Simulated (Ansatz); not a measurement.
# Ta3TiSi8: vibrational free energy, entropy and heat capacity

Theory: DFT PBE, scalar-relativistic, plane waves, PAW in Ansatz 0.2.0. Cutoff 420 eV, 6×6×8 k-points (Γ-centred), Fermi-Dirac smearing of 0.15 eV. No spin polarisation. Phonons by linear response, acoustic sum rule imposed.

Equilibrium structure at this level:
```xyz
12
Lattice="4.1960 -4.3377 0.0000 4.1960 4.3377 0.0000 0.0000 0.0000 4.8057" Properties=species:S:1:pos:R:3 pbc="T T T"
Ti    0.0000    0.0000    2.4028
Ta    4.1960    0.0000    0.0000
Ta    2.0980    2.1688    3.6148
Ta    2.0980   -2.1688    1.1909
Si    2.8940    0.0000    2.4028
Si    7.1256    0.0000    0.0000
Si    5.4981    0.0000    2.4028
Si    1.2665    0.0000    0.0000
Si    4.9818   -2.1859    1.2217
Si    4.9818    2.1859    3.5840
Si    3.4103    2.1859    1.2217
Si    3.4103   -2.1859    3.5840
```

It was reached by relaxing an invented guess, and it needn't be the stable form of this composition. In a metal, frequencies and elastic constants depend on the k mesh and the smearing, soft modes and shear constants most. Some empty bands missed the eigensolver's threshold. Spin–orbit coupling is left out, which matters for heavy elements. The q mesh is coarse, so values between its points are rough.

Force constants from linear response on a 1×1×2 q mesh, interpolated to a fine mesh.

Phonon density of states, in bins of 10 cm⁻¹:
bin centre (cm⁻¹), share of modes (%) and a bar:
```
        5        0.0
       15        0.0
       25        0.0
       35        0.1
       45        0.1 #
       55        0.2 #
       65        0.3 ##
       75        0.6 ###
       85        0.9 #####
       95        1.0 ######
      105        1.3 ########
      115        2.5 ###############
      125        3.9 ########################
      135        4.9 ##############################
      145        3.8 #######################
      155        3.8 #######################
      165        1.4 ########
      175        0.3 ##
      185        3.3 ####################
      195        2.3 ##############
      205        4.0 ########################
      215        3.8 #######################
      225        3.2 ###################
      235        2.9 ##################
      245        2.8 #################
      255        3.4 #####################
      265        2.4 ###############
      275        3.4 ####################
      285        3.2 ####################
      295        3.3 ####################
      305        3.3 ####################
      315        2.6 ################
      325        3.2 ####################
      335        3.6 ######################
      345        3.8 #######################
      355        2.6 ################
      365        2.7 ################
      375        3.9 ########################
      385        3.2 ####################
      395        2.9 #################
      405        3.2 ####################
      415        1.6 ##########
```

Task: Give the zero-point energy per atom.

Result: 47.4 meV.

Task: How large are the vibrational entropy and heat capacity at 300 K?

Result: S = 2.85 k_B and C_V = 2.62 k_B per atom, 87 % of the Dulong–Petit value.

Task: Tabulate them against temperature.

Result:
```csv
T (K),F_vib (meV/atom),S (k_B/atom),C_V (k_B/atom)
100,45.7,0.63,1.22
200,34.9,1.85,2.25
300,14.5,2.85,2.62
400,-13.5,3.63,2.78
500,-47.6,4.25,2.85
600,-86.5,4.78,2.90
700,-129.7,5.23,2.92
800,-176.5,5.62,2.94
900,-226.4,5.97,2.95
1000,-279.2,6.28,2.96
```
